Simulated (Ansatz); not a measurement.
Data:

TaN (rock salt)

```yaml
crystal:
  lattice:
    - [0.00000, 4.39630, 4.39630]
    - [2.19815, 0.00000, 2.19815]
    - [2.19815, 2.19815, 0.00000]
  atoms:
    - { symbol: N, position: [0.00000, 0.00000, 0.00000] }
    - { symbol: N, position: [0.50000, 0.00000, 0.00000] }
    - { symbol: Ta, position: [0.25000, 0.50000, 0.50000] }
    - { symbol: Ta, position: [0.75000, 0.50000, 0.50000] }
```

In this cell atom 3 (Ta, nearest neighbour N at 2.198 Å; its periodic images, 3.1 Å or more away, move with it) is moved by s along Cartesian [111], unit vector (0.577, 0.577, 0.577); all other atoms and the cell stay fixed.

Level of theory: r2SCAN (plane waves to 500 eV, PAW, scalar-relativistic; Ansatz, an electronic-structure program). k mesh 15×15×15 (Γ-centred), Fermi-Dirac smearing 0.05 eV. E stands for the smeared free energy. With partly filled bands, energies and forces of such displacements shift with the k mesh and the smearing. Spin-orbit coupling is left out, though Ta is heavy. TaN is run without spin polarisation. TaN was relaxed with its symmetry unable to fall. This is a high-temperature form of TaN. ΔE is measured from the undisplaced structure.

The scan covers s from -0.660 to 0.660 Å in 11 points.

### Question
Is this a single well or a double well?

### Answer
A single well with its minimum at or next to zero displacement.

### Question
Is the energy the same for equal positive and negative displacements?

### Answer
Even: the same for both signs. With its periodic images moving along, the atom's site symmetry in this cell is -3m.

### Question
What is the energy change at s = 0.660 Å?

### Answer
1709 meV/cell.

### Question
What is the force constant k = d²E/ds² of this move at s = 0?

### Answer
6.38 eV/Å².

(For displaced atoms, the force is minus the slope of the energy, and its curvature is a force constant, which sets phonon frequencies.)
